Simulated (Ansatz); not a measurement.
ZrO$_{2}$:
```xyz
6
Lattice="3.5845 0.0000 0.0000 0.0000 3.5845 0.0000 0.0000 0.0000 5.1772" Properties=species:S:1:pos:R:3 pbc="T T T"
Zr     0.0000     0.0000     0.0000
Zr     1.7922     1.7922     2.5886
O      0.0000     1.7922     1.0431
O      0.0000     1.7922     3.6317
O      1.7922     0.0000     1.5456
O      1.7922     0.0000     4.1342
```

PBEsol (plane waves, PAW; program Ansatz) gives a gap of 4.00 eV without spin–orbit coupling, maximum on the M–Γ line, 57 % of the way from M, minimum at Γ.

**Question.** What happens when spin–orbit coupling is switched on?

**Answer.** The gap is nearly the same, to 4.00 eV; maximum on the M–Γ line, 57 % of the way from M, minimum at Γ.

**Question.** Give the electron effective mass with spin–orbit coupling.

**Answer.** 0.57, 0.57, 2.1 mₑ (principal values).

**Question.** Give the hole effective mass with spin–orbit coupling.

**Answer.** 0.69, 2.3, 10 mₑ (principal values).

Space group P4_2/nmc. This is a known high-temperature phase of the composition, computed here at zero pressure and temperature. The cell was relaxed with PBEsol under the symmetry of its start; its stability against distortions is not shown here. No spin polarisation was allowed.

Potentials: the later of the program's two PAW sets.
